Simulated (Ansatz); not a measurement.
# CuMo4: start and end of a relaxation

A trial structure of CuMo4 was built thus: random cell by space group and Wyckoff sites (Pm-3m, No. 221). Its size is a rough estimate.

start.xyz

```xyz
5
Lattice="4.4592 0.0000 0.0000 0.0000 4.4592 0.0000 0.0000 0.0000 4.4592" Properties=species:S:1:pos:R:3 pbc="T T T"
Cu    0.0000    0.0000    0.0000
Mo    2.2296    0.0000    0.0000
Mo    0.0000    2.2296    0.0000
Mo    0.0000    0.0000    2.2296
Mo    2.2296    2.2296    2.2296
```

Theory: DFT PBE, scalar-relativistic, plane waves, PAW (Ansatz 0.2.0). Cutoff 420 eV, Gaussian smearing, Γ-centred meshes. Cell and atoms relax first on a coarse mesh and then on a finer one. In between, the cell is made exact in the group found at 0.06 Å. In metals the finer mesh still leaves noise of several meV/atom or more. The steps can't lower the symmetry of their start. No spin polarisation.

end.xyz

```xyz
5
Lattice="4.4578 0.0000 0.0000 0.0000 4.4578 0.0000 0.0000 0.0000 4.4578" Properties=species:S:1:pos:R:3 pbc="T T T"
Cu    0.0000    0.0000    0.0000
Mo    2.2289    0.0000    0.0000
Mo    0.0000    2.2289    0.0000
Mo    0.0000    0.0000    2.2289
Mo    2.2289    2.2289    2.2289
```

The symmetry stays Pm-3m (No. 221). The volume per atom stays near 17.7 Å³. The shortest distance stays 2.23 Å (Cu–Mo).

- Volume per atom: 17.72 Å³
- Density: 8.39 g/cm³
- Energy over the elements: +1.72 eV/atom
- Gap on the 8×8×8 mesh of the 5-atom cell: 0 eV (a metal)

Energies over the elements count from the elements' standard structures at the same level, with no fitted energy shifts. A positive value: parting into the elements would lower its energy.

The last run used Gaussian smearing of 0.10 eV. The cell is a metal run without spin; a magnetic state may lie lower. Symmetry constrained the relaxation, so the result can be a saddle point. In all, the 3 runs took 39 s on 1 thread of Intel(R) Xeon(R) Platinum 8259CL CPU @ 2.50GHz (Skylake/Cascade Lake), with other jobs on the host.
